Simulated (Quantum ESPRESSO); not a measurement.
```
CELL_PARAMETERS angstrom
      1.94220     1.12133     6.50181
     -1.94220     1.12133     6.50181
      0.00000    -2.24267     6.50181
ATOMIC_POSITIONS crystal
  N  0.50000 0.50000 0.50000
  F  0.00000 0.00000 0.00000
  Ba 0.75687 0.75687 0.75687
  Ba 0.24313 0.24313 0.24313
```

The PBEsol cell relaxed from Materials Project entry mp-1018096 was given an isotropic strain of -1.5 % on all lattice vectors, and the atoms were relaxed again.

**Question.** What does norm-conserving PBEsol (Quantum ESPRESSO, 84 Ry, scalar-relativistic) give for the electronic structure near the Fermi level?

**Answer.** The PBEsol gap is direct, 0.78 eV at F. 

The structure is a Materials Project entry; no match was found in the copy of COD used, and its stability was not checked.
